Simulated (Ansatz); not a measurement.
Level of theory: DFT PBE, scalar-relativistic, plane waves, PAW (Ansatz). All cells share a 420 eV cutoff and Γ-centred k meshes spaced about 0.3 Å⁻¹ or finer (0.25 for metals, 2π included). These runs have no spin polarisation.

All energies are static (0 K, no zero-point motion).

Compare these two cells of Mg₂Ti₃O₃, each relaxed at this level.

A.

```yaml
crystal:
  lattice:
    - [2.83933, -3.11318, 0.00000]
    - [2.83933, 3.11318, 0.00000]
    - [0.00000, 0.00000, 7.76216]
  atoms:
    - { symbol: Mg, position: [0.00000, 0.50000, 0.00000] }
    - { symbol: Mg, position: [0.50000, 0.00000, 0.00000] }
    - { symbol: Ti, position: [0.00000, 0.00000, 0.50000] }
    - { symbol: Ti, position: [0.50000, 0.50000, 0.32084] }
    - { symbol: Ti, position: [0.50000, 0.50000, 0.67916] }
    - { symbol: O, position: [0.70096, 0.29904, 0.50000] }
    - { symbol: O, position: [0.29904, 0.70096, 0.50000] }
    - { symbol: O, position: [0.00000, 0.00000, 0.00000] }
```

B.

```yaml
crystal:
  lattice:
    - [6.53640, 0.00000, 0.00000]
    - [-3.26820, 5.66069, 0.00000]
    - [0.00000, 0.00000, 2.77843]
  atoms:
    - { symbol: Mg, position: [0.00000, 0.00000, 0.50000] }
    - { symbol: Mg, position: [0.66667, 0.33333, 0.00000] }
    - { symbol: Ti, position: [0.58960, 0.79480, 0.00000] }
    - { symbol: Ti, position: [0.20520, 0.79480, 0.00000] }
    - { symbol: Ti, position: [0.20520, 0.41040, 0.00000] }
    - { symbol: O, position: [0.99610, 0.49805, 0.50000] }
    - { symbol: O, position: [0.50195, 0.49805, 0.50000] }
    - { symbol: O, position: [0.50195, 0.00390, 0.50000] }
```

Task: Which is lower in energy, and by how much?

Result: B is lower, by 209 meV/atom. A has space group Cmmm (No. 65), 17.2 Å³/atom and no gap on its mesh; B has space group P-6m2 (No. 187), 12.9 Å³/atom and no gap. Counting O atoms around Mg and Ti (those within 1.25 times the shortest such distance or 1.15 times the sum of covalent radii; the shortest distance is added where it is long for a bond; a slash parts the counts of unlike sites), A has Mg 2, Ti 2 and B has Mg 6/6 from 3.3 Å, Ti 4. The denser one is the lower, and pressure would at first widen the difference. In A, around Mg lie 2 O at 2.11 Å, 2 Mg at 2.84 Å, 2 Mg at 3.11 Å and 4 Ti at 3.26 Å; around Ti on a site of symmetry mmm lie 2 O at 1.86 Å; O on a site of symmetry m2m is surrounded by 3 Ti at 1.86–1.87 Å; 2 more sites not described. In B, Mg on its first site is surrounded by 6 Ti at 2.71 Å, 2 Mg at 2.78 Å and 6 O at 3.27 Å; Ti has 4 O at 2.22 Å, 2 Ti at 2.51 Å, 2 Mg at 2.71 Å, 2 Ti at 2.78 Å and 2 Mg at 3.30 Å; around O lie 4 Ti at 2.22 Å, 2 Mg at 2.33 Å, 2 O at 2.78 Å, 4 O at 3.23–3.31 Å and 2 Mg at 3.27 Å; 1 more site not described. Both come from trial cells of a structure search, whose lowest cell (P1, 13.3 Å³/atom) lies 0.37 eV/atom below the lower of the two.

Trial moments fell under 0.15 μB along the way in P-6m2; another start might hold them. With atoms moved at random, B (by 0.37 eV/atom) fell into a lower structure. A had no clear such test and can be a saddle point. Some candidate types were left out of the draw beforehand, so a known form may be missing.
